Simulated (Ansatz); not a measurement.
RhPb:
```
CELL_PARAMETERS angstrom
      5.70504     0.00000     0.00000
     -2.85252     4.94071     0.00000
      0.00000     0.00000     4.45990
ATOMIC_POSITIONS crystal
  Rh 0.50000 0.00000 0.00000
  Rh 0.50000 0.50000 0.00000
  Rh 0.00000 0.50000 0.00000
  Pb 0.33333 0.66667 0.50000
  Pb 0.66667 0.33333 0.50000
  Pb 0.00000 0.00000 0.00000
```

Relaxed with r²SCAN.

Question: Tabulate the valence density and the electron localisation function along the shortest Pb–Pb contact (3.29 Å), r²SCAN in the plane-wave PAW code Ansatz.

Answer: 

```tsv
distance from Pb (Å)	density (e/Å³)	ELF
0.33	7.15	0.01
0.49	4.64	0.10
0.66	2.64	0.26
0.82	1.34	0.36
0.99	0.67	0.34
1.15	0.38	0.29
1.32	0.25	0.28
1.48	0.19	0.28
1.65	0.17	0.28
1.81	0.19	0.28
1.98	0.25	0.28
2.14	0.38	0.29
2.31	0.67	0.34
2.47	1.34	0.36
2.64	2.64	0.26
2.80	4.64	0.10
2.96	7.15	0.01
```

The density is the valence pseudo-density with augmentation charge, so density and ELF within about 1 Å of a nucleus are not all-electron values.

Space group P6/mmm. The workflow started from an entry of the Crystallography Open Database (COD). Its standing as an ambient phase is unchecked. The cell was relaxed with r²SCAN under the symmetry of its start; its stability against distortions is not shown here. The run is not spin-polarised. Scalar-relativistic: spin–orbit coupling is off unless named, which matters more the heavier the elements.

Potentials: the later of the program's two PAW sets.
